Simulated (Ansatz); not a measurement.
BP (rock salt, Fm-3m) at seven volumes, plane-wave PAW PBEsol (Ansatz code), scaled uniformly. One row is withheld.

```
V (Å³/atom)  P (GPa)
-----------  -------
8.972          19.72
9.268          12.30
9.564              ?
9.859           0.01
10.155         -4.90
10.451         -9.00
10.747        -12.53
```

**Question.** Fit the shown pressures and predict the withheld one.

**Answer.** Third-order Birch–Murnaghan: P = (3/2)B₀(x^(7/2) − x^(5/2))[1 + (3/4)(B′ − 4)(x − 1)] with x = (V₀/V)^(2/3). Least squares on the six rows gives V₀ = 9.860 Å³/atom, B₀ = 173.5 GPa, B′ = 3.99. At V = 9.564, x = 1.0205 and P = 5.62 GPa. The run itself gave 5.74 GPa.

The start of the workflow was typed in or built on a structure type; neither database checked (COD, Materials Project) lists it. It is not the phase usual at ambient conditions (space group No. 216). The cell was relaxed with PBEsol under the symmetry of its start; whether a distortion lowers the energy is not shown. Its formation energy is positive at this level, so the cell may be metastable or incomplete.

Potentials: the earlier of the program's two PAW sets. The files were generated under PBE; for other functionals the program regenerates the frozen cores, and for LDA and PBEsol the local potential too.
